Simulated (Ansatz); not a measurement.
# ⁶⁷Zn NMR of the central transition in MgZn₂P₂O₈

Cell: a computed structure from the Materials Project (it need not be an observed phase), taken as it stands.

Space group P2_1/c (No. 14); a = 5.1342, b = 8.4071, c = 8.8388 Å, β = 120.06°.

```csv
site,Wyckoff,site symmetry,x,y,z
Mg,2a,-1,0.0000,0.0000,0.0000
Zn,4e,1,0.0361,0.3617,0.1203
P,4e,1,0.3372,0.6918,0.3009
O11,4e,1,0.6824,0.6999,0.3799
O15,4e,1,0.1820,0.8591,0.2428
O19,4e,1,0.2066,0.5791,0.1384
O23,4e,1,0.2584,0.6281,0.4362
```

One atom of each set is listed.

The numbers come from a DFT calculation in Ansatz (PBE, plane waves and PAW, scalar-relativistic, 420 eV cutoff, Γ-centred 5×3×3 k-points, Fermi–Dirac smearing 0.02 eV).

⁶⁷Zn has I = 5/2 and Q = 122.0 mb (Pyykkö 2018); at 28.2 T its Larmor frequency is ν₀ = 75.3 MHz. Only the quadrupole interaction is simulated: positions count from each site's isotropic chemical shift, and J coupling is left out, as are shift anisotropy and dipolar coupling, which fast spinning averages.

Problem. Simulate the second-order pattern (fast magic-angle spinning, Gaussian broadening 1 kHz) of site Zn (5 O at 1.98–2.37 Å).

Solution. The calculation gives C_Q = 13.0 MHz and η = 0.47, so ν_Q = 1.95 MHz and the centre of gravity lies at -193 ppm (-14.5 kHz).

(offset (kHz), height): (-36.93, 0), (-35.97, 0), (-35.00, 5), (-34.03, 8), (-33.06, 9), (-32.09, 9), (-31.12, 9), (-30.15, 9), (-29.18, 10), (-28.21, 11), (-27.25, 22), (-26.28, 31), (-25.31, 33), (-24.34, 35), (-23.37, 37), (-22.40, 41), (-21.43, 46), (-20.46, 57), (-19.49, 98), (-18.53, 98), (-17.56, 78), (-16.59, 71), (-15.62, 69), (-14.65, 68), (-13.68, 69), (-12.71, 73), (-11.74, 82), (-10.77, 100), (-9.81, 90), (-8.84, 72), (-7.87, 64), (-6.90, 58), (-5.93, 54), (-4.96, 50), (-3.99, 47), (-3.02, 45), (-2.06, 40), (-1.09, 13), (-0.12, 0), (0.85, 0)

The largest force is 0.3 eV/Å, so the atoms aren't at the calculated equilibrium and relaxing them would move these values.
